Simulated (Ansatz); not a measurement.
Consider the following.

BaSn3Au:
```xyz
5
Lattice="-2.5291 2.5291 5.5931 2.5291 -2.5291 5.5931 2.5291 2.5291 -5.5931" Properties=species:S:1:pos:R:3 pbc="T T T"
Ba     0.0000     0.0000     0.0093
Au     0.0000     0.0000     3.9945
Sn     0.0000     0.0000     6.7200
Sn     2.5291     0.0000     2.7922
Sn     0.0000     2.5291     2.7922
```

This is the r²SCAN-relaxed structure.

Question: All from the program Ansatz at the r²SCAN level (PAW), unless another level is named. Predict the density of states at the Fermi level.

Answer: 0.23 states/eV per atom (mean over ±0.08 eV).

Question: Predict the formation energy from the elements (no fitted shifts).

Answer: -0.56 eV/atom.

Space group I4mm. The workflow started from an entry of the Crystallography Open Database (COD, 293 K). Its standing as an ambient phase is unchecked. Symmetry was held in the r²SCAN relaxation; its stability against distortions is not shown here. The references are the lowest solids computed at this level, not always the standard phases. Scalar-relativistic: spin–orbit coupling is off unless named, which matters more the heavier the elements.

Potentials: the later of the program's two PAW sets.
